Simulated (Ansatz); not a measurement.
La, one cell by several methods

```yaml
crystal:
  lattice:
    - [3.85726, 0.00000, 0.00000]
    - [-1.92863, 3.34048, 0.00000]
    - [0.00000, 0.00000, 6.19530]
  atoms:
    - { symbol: La, position: [0.33333, 0.66667, 0.25000] }
    - { symbol: La, position: [0.66667, 0.33333, 0.75000] }
```

Atom numbers follow the list: La1, La2.

The cell was built from the hcp type and relaxed in the same program; it needn't be a known or the stable phase. The listed cell was then made from it by scaling, straining or moving an atom.

No spin–orbit coupling, which matters for the heavy atoms here.

All numbers are computed: DFT, PBE, PAW with Ansatz's default frozen-core files, scalar-relativistic (Ansatz 0.2.0); DFT, PBE, all-electron PAW with datasets made for the crystal, scalar-relativistic (Ansatz 0.2.0); DFT, PBE, all-electron LAPW, scalar-relativistic (Ansatz 0.2.0).

For PAW: a Γ-centred 12×12×7 k mesh, Fermi–Dirac smearing of 0.05 eV, cutoff 420 eV, no spin polarisation. The crystal-made all-electron datasets (AE datasets) take a cutoff of 240 eV at this cell. LAPW targets a basis error of 1 meV/atom. The Ansatz runs share mesh, smearing and spin set-up. Plane-wave (PAW) pressures include the program's estimate of the Pulay term.

Stress and pressure are positive in compression.

The change that made this cell: volume scaled by 1.06.

Spin–orbit coupling is left out, which moves gradients at and beside heavy atoms by some per cent and at worst by a factor of two.

In a metal, gradients converge slowly with the k mesh: the values move by tens of per cent from one mesh to another, at times in sign, so only the comparison on one mesh counts.

```
                             quantity    PAW  AE datasets   LAPW
                       pressure (GPa)  -1.41        -1.38  -1.38
                      stress xx (GPa)  -1.37        -1.35  -1.35
                      stress zz (GPa)  -1.49        -1.46  -1.46
field gradient Vzz at La1 (10²¹ V/m²)   1.52         1.52      –
```

PAW's pressure differs from the LAPW value by -0.02 GPa.
